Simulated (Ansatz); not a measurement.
## CrB$_{4}$: pressure against volume

CrB$_{4}$, Immm, a = 2.849 Å, b = 4.732 Å, c = 5.460 Å. The structure is a COD entry; whether it is the stable form wasn't checked. Ansatz: r2SCAN, PAW, 500 eV, Γ-centred 14×14×14 mesh on 5 atoms, Gaussian smearing 0.10 eV; no spin polarisation. Shape and atoms are relaxed at each volume; pressure is positive in compression.

```
V (Å³/atom) P (GPa)
      6.919    19.41
      7.140     8.99
      7.361     0.00
      7.582    -7.77
      7.802        ?
```

Take V0 = 7.361 Å³/atom, fit the third-order Birch–Murnaghan form to the other rows, and predict the missing pressure.

With the Eulerian strain f = ½[(V0/V)^(2/3) − 1] and y = P/[3f(1 + 2f)^(5/2)], the form is the line y = B0 + 1.5 B0 (B0′ − 4) f. Rows (f, y): 0.02107, 277.0; 0.01026, 277.6; -0.00976, 278.8. Means f = 0.007190, y = 277.80; Σ(Δf)² = 0.0004894, ΣΔfΔy = -0.02867; the slope is their ratio. y = 278.2 − 58.58 f GPa, so B0 = 278.2 GPa and B0′ = 4 + 2 × (-58.58)/(3 × 278.2) = 3.86. At V = 7.802, f = -0.01902, y = 279.31 and P = -14.46 GPa. The run gave -14.48 GPa, so the fit is 0.02 GPa too high, a small miss on the scale of the series. The form still works here, 33 % of the fitted range beyond its end.

Cost: 5 runs of about 17 core-minutes in all, on Arm Neoverse V1 (shared hosts).